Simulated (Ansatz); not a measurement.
## Calculated ¹⁷O NMR of the central transition for CO2

Cell: a COD entry, its atoms then relaxed with PBE in this cell.

Space group Pa-3 (No. 205); a = 5.6240 Å.

```csv
site,Wyckoff,site symmetry,x,y,z
C,4a,.-3.,0.0000,0.0000,0.0000
O,8c,.3.,0.1199,0.1199,0.1199
```

One atom of each set is listed.

Level of theory: DFT, PBE, plane waves and PAW, scalar-relativistic, 420 eV cutoff, Γ-centred 4×4×4 k-points, Fermi–Dirac smearing 0.02 eV (Ansatz 0.2.0).

¹⁷O has I = 5/2 and Q = -25.58 mb (Pyykkö 2018); at 9.4 T its Larmor frequency is ν₀ = 54.3 MHz. Only the quadrupole interaction is simulated: positions count from each site's isotropic chemical shift, and J coupling is left out, as are shift anisotropy and dipolar coupling, which fast spinning averages.

(1) Simulate the second-order pattern (fast magic-angle spinning, Gaussian broadening 0.3 kHz) of site O (1 C at 1.17 Å).

Results:

(1) The calculation gives C_Q = -4.44 MHz and η = 0.00, so ν_Q = 0.666 MHz and the centre of gravity lies at -40.2 ppm (-2.18 kHz).

offset (kHz), height and a bar:
```
   -5.683          0 
   -5.550          1 
   -5.416          3 #
   -5.283          5 #
   -5.149          6 ##
   -5.016          6 ##
   -4.882          6 ##
   -4.749          6 ##
   -4.615          6 ##
   -4.482          6 ##
   -4.348          6 ##
   -4.215          7 ##
   -4.081          7 ##
   -3.948          7 ##
   -3.814          7 ##
   -3.681         11 ###
   -3.547         30 #########
   -3.414         65 ####################
   -3.280         78 #######################
   -3.147         65 ####################
   -3.013         53 ################
   -2.880         47 ##############
   -2.746         44 #############
   -2.613         42 #############
   -2.479         41 ############
   -2.346         40 ############
   -2.212         40 ############
   -2.079         40 ############
   -1.945         41 ############
   -1.812         42 #############
   -1.678         44 #############
   -1.545         46 ##############
   -1.411         50 ###############
   -1.278         56 #################
   -1.144         66 ####################
   -1.011         85 ##########################
   -0.878        100 ##############################
   -0.744         72 ######################
   -0.611         24 #######
   -0.477          3 #
```

An axis of threefold or higher order runs through O, so V_zz lies along it and η is zero.

The relaxation (4 steps) took 14 s of wall time (13 s of CPU time) and 0.49 GiB at its peak, on 1 thread of Intel Xeon Platinum 8488C (Sapphire Rapids) (x86_64; 16 cores open to the job, memory cap 2.5 GiB, no GPU), a shared host with a load of 0.7 a core.
